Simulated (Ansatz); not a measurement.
Sb2Pt in space group Pa-3 (No. 205; Pt on 4a, Sb on 8c) under volume change, the program Ansatz at the r²SCAN level (PAW), shape and atoms relaxed at each volume.

| V (Å³/atom) | E − E(relaxed) (meV/atom) | P (GPa) |
|---|---|---|
| 20.855 | 83.1 | 14.18 |
| 21.543 | 34.7 | 8.57 |
| 22.230 | 8.2 | 3.91 |
| 22.918 | 0.0 | 0.03 |
| 23.605 | 7.0 | -3.18 |
| 24.293 | 26.4 | -5.81 |
| 24.980 | 56.2 | -8.01 |

What does a third-order Birch–Murnaghan fit give for V₀, B₀ and B′?

V₀ = 22.93 Å³/atom, B₀ = 117 GPa, B′ = 5.3.

The r²SCAN relaxation kept the symmetry of its start. No spin polarisation was allowed. Scalar-relativistic: spin–orbit coupling is off unless named, which matters more the heavier the elements.

Potentials: the later of the program's two PAW sets.
